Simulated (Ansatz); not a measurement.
With DFT-PBEsol in the program Ansatz with PAW potentials, Ga in the α-Ga structure (Cmce) relaxes to a = 4.479 Å, b = 7.596 Å, c = 4.486 Å.

Electronic character: metallic (no gap).

The PBEsol relaxation kept the symmetry of its start. Axis ratios of metals converge slowly with the k-mesh, so a and c are less sure than the volume. Scalar-relativistic: spin–orbit coupling is off unless named, which matters more the heavier the elements.

Potentials: the earlier of the program's two PAW sets. The files were generated under PBE; for other functionals the program regenerates the frozen cores, and for LDA and PBEsol the local potential too.
